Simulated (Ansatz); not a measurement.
**Fields on a plane of GaN (zinc blende)**

```xyz
2
Lattice="0.0000 2.2490 2.2490 2.2490 0.0000 2.2490 2.2490 2.2490 0.0000" Properties=species:S:1:pos:R:3 pbc="T T T"
N      3.3734     3.3734     3.3734
Ga     0.0000     0.0000     0.0000
```

The slice is a {100} plane (indices of the conventional cell) through the point (0.750, 0.750, 0.750) (fractional), spanned by u = [100] and v = [0 1 -1] in vectors of this cell: u (3.18 Å) and v (3.18 Å, at 90° to u). It covers one period; positions are fractions (u, v).

Atoms on it: N at (0.00, 0.00).

All values below come from r2SCAN (plane waves to 500 eV, PAW, scalar-relativistic; Ansatz, a quantum-chemistry and plane-wave program). k mesh 13×13×13. Near the nuclei the fields are pseudised (PAW); where an atom keeps semicore shells as valence, they peak there. GaN was relaxed with its symmetry unable to fall.

```
|@@@%#*+=-----=+*#%@@|
|@@@%#*+=-----=+*#%@@|
|@%%#*+=--:::--=+*#%%|
|###*+==-:::::-==+*##|
|***+==-::...::-==+**|
|+++==-::.....::-==++|
|===--::..   ..::--==|
|=---::..     ..::---|
|---::..       ..::--|
|---::..       ..::--|
|---::..       ..::--|
|=---::..     ..::---|
|===--::..   ..::--==|
|+++==-::.....::-==++|
|***+==-::...::-==+**|
|###*+==-:::::-==+*##|
|@%%#*+=--:::--=+*#%%|
|@@@%#*+=-----=+*#%@@|
|@@@%#*+=-----=+*#%@@|
|@@@@#*+==---==+*#@@@|
```
Scale: ten equal steps from -1.36 (start of ' ') to 0.55 (end of '@'), in the order ' .:-=+*#%@'. Values: log₁₀ of the valence density in e/Å³. The map has 20 points along u (one character each, u = 0 at the left) and 20 along v (v = 0 in the bottom row). The scale is logarithmic, as a density can span decades between atoms and voids.

| v \ u | 0.00 | 0.10 | 0.20 | 0.30 | 0.40 | 0.50 | 0.60 | 0.70 | 0.80 | 0.90 |
|---|---|---|---|---|---|---|---|---|---|---|
| 0.90 | x | 0.70 | 0.81 | 0.63 | 0.24 | 0.14 | 0.24 | 0.62 | 0.81 | 0.70 |
| 0.80 | 0.81 | 0.81 | 0.73 | 0.49 | 0.20 | 0.12 | 0.20 | 0.49 | 0.73 | 0.81 |
| 0.70 | 0.67 | 0.63 | 0.49 | 0.27 | 0.11 | 0.07 | 0.11 | 0.27 | 0.49 | 0.63 |
| 0.60 | 0.25 | 0.24 | 0.20 | 0.11 | 0.05 | 0.04 | 0.05 | 0.11 | 0.20 | 0.24 |
| 0.50 | 0.15 | 0.14 | 0.12 | 0.07 | 0.04 | 0.03 | 0.04 | 0.07 | 0.12 | 0.14 |
| 0.40 | 0.25 | 0.24 | 0.20 | 0.11 | 0.05 | 0.04 | 0.05 | 0.11 | 0.20 | 0.24 |
| 0.30 | 0.67 | 0.63 | 0.49 | 0.27 | 0.11 | 0.07 | 0.11 | 0.27 | 0.49 | 0.63 |
| 0.20 | 0.81 | 0.81 | 0.73 | 0.49 | 0.20 | 0.12 | 0.20 | 0.49 | 0.73 | 0.81 |
| 0.10 | x | 0.70 | 0.81 | 0.63 | 0.24 | 0.14 | 0.24 | 0.62 | 0.81 | 0.70 |
| 0.00 | x | x | 0.81 | 0.67 | 0.25 | 0.15 | 0.25 | 0.67 | 0.81 | x |

Values: electron localisation function (ELF). Points within 0.4 Å of a nucleus are blanked (x), as the pseudised field means little there.
